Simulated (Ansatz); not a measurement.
CaHClO:
```xyz
8
Lattice="3.8644 0.0000 0.0000 -1.9322 3.3467 0.0000 0.0000 0.0000 9.8172" Properties=species:S:1:pos:R:3 pbc="T T T"
Ca     0.0000     2.2311     0.0073
Ca     1.9322     1.1156     4.9159
H      0.0000     0.0000     1.6302
H      0.0000     0.0000     6.5388
Cl     0.0000     2.2311     3.1157
Cl     1.9322     1.1156     8.0243
O      0.0000     0.0000     0.6639
O      0.0000     0.0000     5.5724
```

Relaxed with r²SCAN.

### Question
Give the Bader charges and basin volumes of the independent atoms, DFT-r²SCAN in the program Ansatz with PAW potentials.

### Answer


```csv
atom,Bader charge (e),Bader volume (Å³)
Ca1,+1.62,12.7
H3,+0.57,2.4
Cl5,-0.82,30.6
O7,-1.37,17.8
```

Space group P6_3mc. The workflow started from a Materials Project entry (that database holds measured and hypothetical structures alike); the Crystallography Open Database copy checked does not list it. Its standing as an ambient phase is unchecked. The cell was relaxed with r²SCAN under the symmetry of its start; whether a distortion lowers the energy is not shown.

Potentials: the later of the program's two PAW sets.
